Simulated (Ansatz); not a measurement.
W:
```xyz
1
Lattice="-1.5797 1.5797 1.5797 1.5797 -1.5797 1.5797 1.5797 1.5797 -1.5797" Properties=species:S:1:pos:R:3 pbc="T T T"
W      0.0000     0.0000     0.0000
```

Relaxed with PBE+D3(BJ). Special points in fractions of this cell's reciprocal vectors: Γ (0.000, 0.000, 0.000); H (0.500, -0.500, 0.500); N (0.000, 0.000, 0.500); P (0.250, 0.250, 0.250).

Task: List the band energies nearest the Fermi level at these points for DFT-PBE+D3(BJ) in the program Ansatz with PAW potentials.

Result: In eV from the Fermi level; about four levels below and three above (degenerate sets whole), none deeper than 8.9 eV; … stands for higher levels left out; points with the same levels are listed once.

```
k              below           above
-  -----------------  --------------
Γ  -1.24 -1.24 -1.24     2.27 2.27 …
H        -5.88 -5.88  5.20 5.20 5.20
N        -6.31 -3.60  0.71 2.17 3.16
P  -2.97 -2.97 -2.97  3.33 3.33 6.69
```

Space group Im-3m (bcc (W type)). The PBE+D3(BJ) relaxation kept the symmetry of its start. No spin polarisation was allowed. The pairwise dispersion correction was not fitted to metals. Spin–orbit coupling is left out wherever it is not named.

Potentials: the later of the program's two PAW sets.
